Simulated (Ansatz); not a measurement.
B₃As₂N as one 6-atom ordering (Imm2) on the zincblende lattice, relaxed with r2SCAN. N has 4 B at 1.57–1.80 Å; B has 2 N at 1.80 Å and 2 As at 2.06 Å; As has 4 B at 2.03–2.08 Å; B has 1 N at 1.57 Å and 3 As at 2.03–2.08 Å.

Space group Imm2 (No. 44). a = 3.141 Å, b = 9.373 Å, c = 4.409 Å, α = 90.00°, β = 90.00°, γ = 90.00°
```
atom  site  symmetry       x       y       z
   N    2a       mm2  0.0000  0.0000  0.9871
   B    2b       mm2  0.5000  0.0000  0.1884
  As    4d       m..  0.0000  0.3366  0.0007
   B    4d       m..  0.5000  0.3617  0.2865
```

4 runs of Ansatz on this cell differ in the functional (and in the settings that go with it). Levels are in eV from each run's valence top; v1 is the last filled band, c1 the first empty one.

Run A, mean stress 0.0 GPa (compression positive):
```tsv
point	v4	v3	v2	v1	c1	c2
Γ	-2.86	-1.91	-1.48	0.00	1.04	3.13
X	-4.28	-3.76	-1.97	-0.37	0.56	1.75
F₀	-6.11	-4.70	-4.25	-2.98	1.61	1.65
```

Run B, mean stress +2.2 GPa (compression positive):
```tsv
point	v4	v3	v2	v1	c1	c2
Γ	-2.70	-1.83	-1.39	0.00	0.83	2.86
X	-4.04	-3.55	-1.85	-0.35	0.33	1.54
F₀	-5.79	-4.48	-4.00	-2.82	1.36	1.44
```

Run C, mean stress -2.1 GPa (compression positive):
```tsv
point	v4	v3	v2	v1	c1	c2
Γ	-3.00	-2.05	-1.56	0.00	2.37	4.31
X	-4.43	-3.91	-2.07	-0.38	1.77	2.94
F₀	-6.44	-4.91	-4.39	-3.08	2.77	2.85
```

Run D, mean stress -2.1 GPa (compression positive):
```tsv
point	v4	v3	v2	v1	c1	c2
Γ	-2.96	-2.02	-1.54	0.00	1.67	3.62
X	-4.38	-3.86	-2.04	-0.36	1.08	2.24
F₀	-6.37	-4.86	-4.35	-3.05	2.09	2.16
```

Task: Match the runs to PBE, r2SCAN, HSE06, PBE0.

Result: A is r2SCAN, B is PBE, C is PBE0, D is HSE06. In order of the gap: PBE 0.19, r2SCAN 0.35, HSE06 0.90, PBE0 1.59 eV. The stress vanishes for r2SCAN, which relaxed the cell.

All values are calculated for a non-magnetic cell, which may be hypothetical.

Spin-orbit coupling is left out.

The program warns that its thresholds are loose for a hybrid's stress.
